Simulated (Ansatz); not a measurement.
A plane-wave DFT run in Ansatz 0.2.0 (scalar-relativistic PAW potentials unless the input names others): input and command.

```yaml
crystal:
  lattice:
    - [4.761, 0.0, 0.0]
    - [0.0, 4.761, 0.0]
    - [0.0, 0.0, 4.761]
  atoms:
    - { symbol: Sn, position: [0.0, 0.0, 0.0] }
    - { symbol: C, position: [0.5, 0.5, 0.5] }
    - { symbol: Te, position: [0.5, 0.5, 0.0] }
    - { symbol: Te, position: [0.5, 0.0, 0.5] }
    - { symbol: Te, position: [0.0, 0.5, 0.5] }
kpoints:
  mp_grid: { grid: [8, 8, 8] }
hamiltonian:
  xc: lda
scf:
  occupations: { method: fermi_dirac, width: 0.15 }
output:
  forces: true
  eigenvalues: true
  stress: true
accuracy: high
```

```bash
ansatz run input.yaml --threads 1 --pin off --max-ram 2560MiB --backend cpu --events-out ev --progress --plain --runs-dir out
```

Abridged log:
```
Basis set: ecut = 420 eV, 2103 PW (Γ)
Bands: 41, of which v1, the nominal top of the filled ones, is band 33 counted from 1 (32 counted from 0)
Symmetry: 48 space group operations
k-points: 35 of 512
SCF iter   1: F=—  HF=-26600.339310 eV  |F-HF|=—  |Δ(HF+E_count)|=         —  Δρ=7.32e-3  dr2=5.28e-2  ethr=1.77e-3  ⟨swp⟩=7.5  Hψ=6273  notcnv=0  defer=2
SCF iter   2: F=—  HF=-26600.326210 eV  |F-HF|=—  |Δ(HF+E_count)|=   1.31e-2  Δρ=4.17e-3  dr2=1.86e-2  ethr=7.99e-5  ⟨swp⟩=1.2  Hψ=1725  notcnv=0
SCF iter   3: F=—  HF=-26600.321277 eV  |F-HF|=—  |Δ(HF+E_count)|=   4.93e-3  Δρ=6.16e-4  dr2=8.09e-4  ethr=2.82e-5  ⟨swp⟩=2.7  Hψ=2578  notcnv=0
SCF iter   4: F=—  HF=-26600.321048 eV  |F-HF|=—  |Δ(HF+E_count)|=   2.29e-4  Δρ=2.43e-4  dr2=6.50e-5  ethr=1.23e-6  ⟨swp⟩=2.0  Hψ=2601  notcnv=0
SCF iter   5: F=—  HF=-26600.320970 eV  |F-HF|=—  |Δ(HF+E_count)|=   7.81e-5  Δρ=7.47e-5  dr2=2.01e-5  ethr=9.85e-8  ⟨swp⟩=2.0  Hψ=2587  notcnv=0
SCF iter   6: F=—  HF=-26600.320964 eV  |F-HF|=—  |Δ(HF+E_count)|=   5.98e-6  Δρ=2.04e-5  dr2=4.43e-7  ethr=3.05e-8  ⟨swp⟩=2.7  Hψ=2457  notcnv=0
SCF iter   7: F=—  HF=-26600.320964 eV  |F-HF|=—  |Δ(HF+E_count)|=   2.99e-7  Δρ=1.10e-5  dr2=1.28e-7  ethr=1.52e-10  ⟨swp⟩=7.7  Hψ=6706  notcnv=0
SCF iter   8: F=-26600.320964 eV  HF=-26600.320964 eV  |F-HF|=6.68e-9  |Δ(HF+E_count)|=   7.27e-8  Δρ=2.49e-6  dr2=7.68e-9  ethr=1.52e-10  ⟨swp⟩=4.0  Hψ=4529  notcnv=0
SCF iter   9: F=—  HF=-26600.320964 eV  |F-HF|=—  |Δ(HF+E_count)|=   3.22e-9  Δρ=2.45e-7  dr2=7.44e-11  ethr=1.16e-11  ⟨swp⟩=2.1  Hψ=2649  notcnv=0
SCF iter  10: F=-26600.320964 eV  HF=-26600.320964 eV  |F-HF|=3.64e-12  |Δ(HF+E_count)|=  1.46e-11  Δρ=4.49e-8  dr2=3.51e-12  ethr=1.00e-12  ⟨swp⟩=4.0  Hψ=4541  notcnv=0
SCF 1 converged in 10 iterations: F = -26600.320964 eV  dr2 = 3.51e-12
SCF converged after 10 iterations
Free energy (F): -26600.320964 eV
Harris-Foulkes:  -26600.320964 eV  (|F-HF|=3.64e-12)
Internal energy: -26600.091464 eV  (E = F + TS)
E sigma→0 (E₀):  -26600.206214 eV
Entropy (-TS):   -0.229500 eV (-45.900 meV/atom)
Fermi energy:    12.435383 eV
--- Forces (eV/Å), atoms counted from 1 ---
  atom   1  Sn     0.00000000     0.00000000     0.00000000
  atom   2  C      0.00000000     0.00000000     0.00000000
  atom   3  Te     0.00000000     0.00000000     0.00000000
  atom   4  Te     0.00000000     0.00000000     0.00000000
  atom   5  Te     0.00000000     0.00000000     0.00000000
--- Stress (GPa, compression-positive) ---
        2.166416       0.000000       0.000000
        0.000000       2.166416       0.000000
        0.000000       0.000000       2.166416
  P = ⅓ Tr σ = 2.1664 GPa (21.664 kbar)
```

Apart from outputs and empty bands, the input differs from a reference run on usual settings in accuracy: not typed → "high"; basis.ecutwfc: 420 → not typed. The reference, at the same geometry (not necessarily relaxed), gave pressure 2.17 GPa, largest force 0.000 eV/Å, no gap on the mesh. This run converged in 10 SCF iterations (reference: 8) with an energy at zero smearing within 0.01 meV/atom of the reference's, pressure 2.17 GPa, largest force 0.000 eV/Å, no gap on the mesh.

The run took 12 s on 1 thread of Arm Neoverse V2, on a shared host, peak memory 0.41 GiB.